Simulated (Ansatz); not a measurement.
Given:

TlBr:
Space group P-6m2 (No. 187); a = b = 4.562 Å, c = 4.296 Å, α = β = 90.00°, γ = 120.00°

```json
[
 {"atom": "Tl", "site": "1a", "symmetry": "-6m2", "x": "0.0000", "y": "0.0000", "z": "0.0000"},
 {"atom": "Br", "site": "1f", "symmetry": "-6m2", "x": "0.6667", "y": "0.3333", "z": "0.5000"}
]
```

This is the PBE+D3(BJ)-relaxed structure.

**Question.** All from PBE+D3(BJ) (plane waves, PAW; program Ansatz), unless another level is named. Give the zero-point energy.

**Answer.** 8.6 meV/atom.

**Question.** Predict the highest zone-centre frequency (without LO–TO term).

**Answer.** 54 cm⁻¹.

**Question.** Give the vibrational entropy at 300 K.

**Answer.** 65.0 J/(K·mol of atoms).

The cell is a constructed one: a structure type filled with these elements; neither database checked (COD, Materials Project) lists it. COD files the formula under space group No. 221, so this cell is another polymorph or a model. Its standing as an ambient phase is unchecked. Symmetry was held in the PBE+D3(BJ) relaxation; phonons on a q-mesh show no instability. Spin–orbit coupling is left out wherever it is not named.

Potentials: the later of the program's two PAW sets.
